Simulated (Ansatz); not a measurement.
A single-point calculation of an 8-atom cell of InSe started from a crystallographic database with Ansatz, at the level r2SCAN. Cell and atoms come from a relaxation with r2SCAN+rVV10.

Input file:
```yaml
crystal:
  lattice:
    - [4.0181119028, 0.0, 0.0]
    - [-2.0090559514, 3.4797869831, 0.0]
    - [0.0, 0.0, 16.9256136098]
  atoms:
    - { symbol: In, position: [0.3333333333, 0.6666666667, 0.1677023334] }
    - { symbol: In, position: [0.6666666667, 0.3333333333, 0.6677023334] }
    - { symbol: In, position: [0.3333333333, 0.6666666667, 0.3322976666] }
    - { symbol: In, position: [0.6666666667, 0.3333333333, 0.8322976666] }
    - { symbol: Se, position: [0.3333333333, 0.6666666667, 0.5927860123] }
    - { symbol: Se, position: [0.6666666667, 0.3333333333, 0.0927860123] }
    - { symbol: Se, position: [0.3333333333, 0.6666666667, 0.9072139877] }
    - { symbol: Se, position: [0.6666666667, 0.3333333333, 0.4072139877] }
kpoints:
  mp_grid: { grid: [12, 12, 2] }
  band_path:
    path:
      - [0.0, 0.0, 0.0]
      - [0.5, 0.0, 0.0]
      - [0.3333333333, 0.3333333333, 0.0]
      - [0.0, 0.0, 0.5]
      - [0.5, 0.0, 0.5]
      - [0.3333333333, 0.3333333333, 0.5]
    npoints: 1
hamiltonian:
  xc: r2scan
scf:
  occupations: { method: fixed }
  n_extra_bands: 6
output:
  forces: true
  stress: true
  eigenvalues: true
  write_density: true
  write_potential: true
  elf: true
  volumetric_format: npy
```

Run as `ansatz run input.yaml --threads 2 --pin off --max-ram 29491MiB --backend cpu --events-out ev --progress --plain --runs-dir out`. Wall time 40 s on 2 threads of AMD EPYC 7R13 Processor (Zen 3), on a shared host, load about 1.8 per core; peak host memory 1.4 GiB.

Q: Predict the output.

A: The output, standing remarks left out:
```
scf.n_extra_bands = 6 over 58 filled bands (N_el = 116.0): the run solves 64 bands
Functional definition: r2SCAN
Crystal: 8 atoms, lattice volume = 236.657 Å³
Basis set: ecut = 500 eV, 6067 PW (Γ)
Symmetry: 24 space group operations
Space group: P63/mmc (ITA 194)
k-points: 38 of 288
SCF iter   1: HF=-44365.183356 eV  Δρ=5.78e-3  dr2=6.45e-2
preconditioner: auto → Resta (q_TF=auto, 2.423 Å⁻¹)  ε∞=3.4  [insulator: Δε(μ)=0.858 eV  ℏωp=21.0 eV]
SCF iter   2: HF=-44365.209386 eV  Δρ=2.54e-3  dr2=1.16e-2
SCF iter   3: HF=-44365.209546 eV  Δρ=6.43e-4  dr2=9.64e-4
SCF iter   4: HF=-44365.209689 eV  Δρ=1.88e-4  dr2=9.58e-5
SCF iter   5: HF=-44365.209754 eV  Δρ=5.38e-5  dr2=1.19e-5
SCF iter   6: HF=-44365.209758 eV  Δρ=1.74e-5  dr2=1.57e-6
SCF iter   7: HF=-44365.209758 eV  Δρ=5.45e-6  dr2=1.00e-7
SCF iter   8: HF=-44365.209758 eV  Δρ=1.85e-6  dr2=9.43e-9
SCF 1 converged in 8 iterations: F = -44365.209758 eV  dr2 = 9.43e-9
Free energy (F): -44365.209758 eV
Fermi energy:    6.869430 eV
--- Per-component energies (eV) ---
  E_band       = -1926.538237
  E_kinetic    = 1445.964860
  E_local      = -15943.164950
  E_nonlocal   = -909.726740
  E_hartree    = 7352.122181
  E_xc         = -1195.865142
  E_vxc        = -848.189408
  E_paw        = -24439.363682
  E_vpaw       = -426.017001
  E_vtau       = 50.351839
  E_ewald      = -10671.978579
  E_core_change = -3.196898
--- Forces (eV/Å), atoms counted from 1 ---
  atom   1  In      0.00000      0.00000    -0.01179
  atom   2  In      0.00000      0.00000    -0.01179
  atom   3  In      0.00000      0.00000      0.01179
  atom   4  In      0.00000      0.00000      0.01179
  atom   5  Se      0.00000      0.00000      0.02920
  atom   6  Se      0.00000      0.00000      0.02920
  atom   7  Se      0.00000      0.00000    -0.02920
  atom   8  Se      0.00000      0.00000    -0.02920
--- Stress (GPa, compression-positive) ---
        0.779899       0.000000       0.000000
        0.000000       0.779899       0.000000
        0.000000       0.000000       0.769638
  P = ⅓ Tr σ = 0.7765 GPa (7.765 kbar)
```
The trailing digits, and the zero of the energies, depend on the potentials and thresholds.

bands.tsv, columns around the gap (it counts bands from 0):
```tsv
# k_distance	band_53	band_54	band_55	band_56	band_57	band_58	band_59	band_60	band_61
# fermi_ev = 6.869430
# [0, 0, 0] at k_distance = 0.000000
# [0.5, 0, 0] at k_distance = 0.902812
# [0.3333333333, 0.3333333333, 0] at k_distance = 1.424050
# [0, 0, 0.5] at k_distance = 2.482923
# [0.5, 0, 0.5] at k_distance = 3.385734
# [0.3333333333, 0.3333333333, 0.5] at k_distance = 3.906973
# levels_relative_to = fermi_ev
0.000	-1.253	-1.253	-1.172	-1.172	0.000	0.879	2.034	2.591	2.629
0.903	-2.304	-2.145	-2.104	-2.042	-1.420	1.542	1.579	2.180	2.339
1.424	-2.736	-2.161	-2.161	-1.757	-1.757	1.792	2.318	2.867	2.867
2.483	-1.203	-1.203	-1.203	-0.799	-0.799	1.578	1.578	2.610	2.610
3.386	-2.344	-2.173	-2.173	-1.727	-1.727	1.797	1.797	1.976	1.976
3.907	-2.616	-2.397	-2.397	-1.628	-1.628	2.019	2.019	2.740	2.740
```
In order the rows are Γ, M, K, A, L, H.

Planar averages along the third cell vector, from rho_z.tsv and v_z.tsv (valence density with its augmentation; electrostatic potential energy of an electron, of which only differences have a meaning):
```csv
z (Å),ρ (e/Å³),v_es (eV)
0.00,0.036,11.73
1.08,0.391,6.16
2.30,0.518,-0.12
3.39,0.334,3.21
4.47,0.089,8.94
5.55,0.860,-0.12
6.77,1.310,3.79
7.85,0.105,10.07
8.94,0.076,10.86
10.02,1.432,4.33
11.24,0.884,-0.34
12.32,0.102,8.28
13.41,0.219,4.81
14.49,0.625,-0.31
15.71,0.653,5.55
16.79,0.039,11.67
```

r2SCAN gives a direct gap of 0.88 eV at Γ. The gap is the least over the mesh and the extra points. The mean pressure at these positions is +0.78 GPa, compression counted positive. The largest force is 0.03 eV/Å.

Spin-unpolarised throughout; all numbers are computed.

No spin-orbit coupling is included; it can move band edges with weight on the heavy atoms by tenths of an eV.
